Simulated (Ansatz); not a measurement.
Rb₂H₄Pt in space group P4_2/mnm (No. 136; Rb on 4d, H on 4e, H on 4f, Pt on 2a), r²SCAN (plane waves, PAW; program Ansatz), all energies at zero smearing, with the estimated change up to a 700 eV cutoff added, with one set of potentials and settings (totals compare only within such a set). Cell of 14 atoms (4 Rb, 8 H, 2 Pt): -38319.842 eV.

| element | reference phase | E (eV/atom) |
|---|---|---|
| Rb | Cmcm, 2 atoms in the cell | -3278.0015 |
| H | P2_12_12_1, 8 atoms in the cell | -15.9458 |
| Pt | Fm-3m, 1 atoms in the cell | -12536.7848 |

Formation energy per atom, worked out: (-38319.842 − 4×(-3278.0015) − 8×(-15.9458) − 2×(-12536.7848))/14 = -0.479 eV/atom (-46 kJ per mol of atoms), at 0 K, without zero-point energy or fitted corrections.

The first step of the workflow began from a Materials Project structure, measured or hypothetical; the Crystallography Open Database copy checked does not list it. Its standing as an ambient phase is unchecked. The cell was relaxed with r²SCAN under the symmetry of its start; its stability against distortions is not shown here. The run is not spin-polarised. The references are the lowest solids computed at this level, not always the standard phases (solids in place of the gases). Spin–orbit coupling is left out wherever it is not named.

Potentials: the later of the program's two PAW sets.
